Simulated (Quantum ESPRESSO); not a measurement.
Parts of the isotropic shielding in SiO$_{2}$, by PBE GIPAW (a modified build of Quantum ESPRESSO, JTH PAW datasets), 22.5 Ha, k-mesh 3×3×3 shifted:

```yaml
crystal:
  lattice:
    - [4.96412, 0.00000, 0.00000]
    - [-2.48206, 4.29905, 0.00000]
    - [0.00000, 0.00000, 5.32267]
  atoms:
    - { symbol: Si, position: [0.53212, 0.53212, 0.00000] }
    - { symbol: Si, position: [0.46788, 0.00000, 0.33333] }
    - { symbol: Si, position: [0.00000, 0.46788, 0.66667] }
    - { symbol: O, position: [0.26975, 0.41203, 0.78151] }
    - { symbol: O, position: [0.58797, 0.85772, 0.11484] }
    - { symbol: O, position: [0.14228, 0.73025, 0.44817] }
    - { symbol: O, position: [0.41203, 0.26975, 0.21849] }
    - { symbol: O, position: [0.85772, 0.58797, 0.88516] }
    - { symbol: O, position: [0.73025, 0.14228, 0.55183] }
```
The cell was made here from a computed Materials Project entry: strained by -2 % along the unique axis and by +1 % across it, atoms relaxed (PBE without dispersion, pw.x of Quantum ESPRESSO, symmetry kept). The parent is SiO2 in P3₁21. Stability against distortions was not tested.

The core term is that of the free atom's frozen core; the paramagnetic column sums the reconstruction terms. Shieldings are absolute and leave out the bulk-susceptibility term; a larger σ means a smaller chemical shift. By our sweeps, such settings leave a few ppm in absolute σ. The datasets of Si hold no d projectors, which limits absolute σ on these atoms.

| site | core | bare (smooth current) | diamagnetic correction | paramagnetic corrections | σ_iso (ppm) |
|---|---|---|---|---|---|
| Si (atoms 1, 2, 3) | 837.8 | -24.7 | 3.0 | … | … |
| O (atoms 4, 5, 6, 7, 8, 9) | 271.1 | 61.1 | 27.1 | … | … |

Question: Some entries are withheld; supply them.

Answer: 
- Si (atoms 1, 2, 3), paramagnetic corrections: -381.1
- Si (atoms 1, 2, 3), σ_iso (ppm): 435.0
- O (atoms 4, 5, 6, 7, 8, 9), paramagnetic corrections: -150.0
- O (atoms 4, 5, 6, 7, 8, 9), σ_iso (ppm): 209.3
